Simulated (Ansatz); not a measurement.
**Which state of SrVO3 comes out lowest in this cell?**

SrVO3 is taken as a test cell of our own (not relaxed), 5 atoms in the cell.

```
Sr V O
1.0
     3.94620    0.00000    0.00000
     0.00000    3.94620    0.00000
     0.00000    0.00000    3.94620
Sr V O
1 1 3
Cartesian
  0.0000 0.0000 0.0000
  1.9731 1.9731 1.9731
  1.9731 1.9731 0.0000
  1.9731 0.0000 1.9731
  0.0000 1.9731 1.9731
```

Atoms are numbered from 1 in the order listed.

Theory: DFT, PBE+U, norm-conserving potentials, plane waves, scalar-relativistic in Ansatz development build ahead of 0.2.0.

```yaml
hubbard_term_dudarev_form: U − J = 3.25 eV on V d
plane_wave_cutoff: 1240 eV
k_point_mesh: 6×6×6 (Γ-centred)
occupations: Gaussian smearing, 0.1 eV
```

Moments by site are taken inside atomic spheres; the rest lies between them.

A static U favours moments and orbital order; the result depends on U and need not be the measured state. With one magnetic atom in the cell its copies can only be parallel; orders in a larger cell may lie lower.

The mesh is too coarse to rank close states of a metal with certainty: differences of some tens of meV/atom may change, at times in sign.

“Lowest” means lowest among the runs made in this cell. No run without spin polarisation was made.

The default search lets the program follow hints of a lower state (another filling of open shells, a soft direction), where it sees any. The standard search can try other orders and fillings too, with no guarantee of the lowest state. With a search on, the program may also reshape the start on open shells.

Task: Which state comes out lowest among 4 converged runs with various starts and settings? Give the order and the site moments.

Result: Spin-polarised, site moments V2 0.89, O3 -0.04, O4 -0.04, O5 -0.04 μB, total 1.00 μB per cell. It was reached from: standard search for lower states [V2 1.00 μB].

Task: Start: occupation matrices typed (V2 up diagonal 0.3 0.2 0.2 0.3 0.9, V2 down diagonal 0.25 0.1 0.1 0.25 0.1), default search for lower states [spin density started apart from these, at V2 1.00 μB]. Give the end state and its height above the lowest.

Result: It converges in 19 iterations to a state 14.6 meV/atom above the lowest: spin-polarised, site moments V2 0.88, O3 -0.07, O4 -0.01, O5 -0.01 μB, total 1.00 μB per cell.
